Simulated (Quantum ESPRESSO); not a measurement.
# Planted mistakes on one cell of SiGa3N3C

The results below are calculated, not measured. They come from pw.x of Quantum ESPRESSO 7.5, a plane-wave density functional program, with PseudoDojo standard norm-conserving files (v0.5 for PBE, v0.4.1 for LDA and PBEsol). The cells are made up: elements, strain and atom displacements were drawn at random, and nothing was relaxed. There is no spin polarisation, spin-orbit coupling or dispersion term.

The cell has 8 sites of a wurtzite lattice (rectangular cell). Sites 1 to 4 hold Si Ga Ga Ga; sites 5 to 8 hold N N C N. Cell vectors in Å: (3.332, -0.015, 0.024); (-0.026, 5.780, 0.000); (0.039, 0.000, 5.345). Settings: PBE, cutoff 1143 eV, 5 x 4 x 4 k mesh shifted by half a step, Fermi-Dirac smearing of 0.025 eV.

The intended run has a self-consistency threshold of 1e-07 eV, a smearing term of 0.000 eV, a pressure of -13.30 GPa and 13 iterations. Each further run changes one thing: all lengths scaled by 0.9905; atoms of sites 1 and 4 exchanged; k mesh 1 x 1 x 1; one electron removed; smearing 0.6 eV; threshold 0.04 eV. A coarse mesh keeps the shift, and a charged cell sits in a uniform background.

| run | change of free energy (eV) | smearing term -TS (eV) | change of P (GPa) | largest change of a force component (eV/Å) | iterations |
| --- | --- | --- | --- | --- | --- |
| A | 0.440 | 0.000 | -0.40 | 4.063 | 14 |
| B | -8.167 | -0.007 | -20.41 | 1.269 | 14 |
| C | -0.211 | 0.000 | 3.40 | 0.280 | 13 |
| D | 0.003 | 0.000 | 0.04 | 0.208 | 6 |
| E | -2.246 | 0.000 | -3.52 | 0.825 | 13 |
| F | -0.208 | -0.894 | 1.38 | 0.254 | 13 |

A rerun of the intended cell at 1437 eV and k mesh 7 x 6 x 6 moved values by no more than 0.011 eV in the cell's energy, 0.08 GPa in stress and 0.007 eV/Å in force.

Question: which change belongs to which run?

## Worked reading

Run D has the fewest iterations, as a run stopped early does. Run F has the largest smearing term, as wide smearing gives. Run C changes the volume by a factor of 0.9718; minus its pressure change over the logarithm of that factor, 119 GPa, is a rough bulk modulus with clamped atoms. Energies from files of another functional, or of a charged cell, have another zero and say nothing on stability; the pressure of a charged cell rests on the program's zero of potential too.

## Key

```
run                            change
  A  atoms of sites 1 and 4 exchanged
  B              one electron removed
  C      all lengths scaled by 0.9905
  D                 threshold 0.04 eV
  E                  k mesh 1 x 1 x 1
  F                   smearing 0.6 eV
```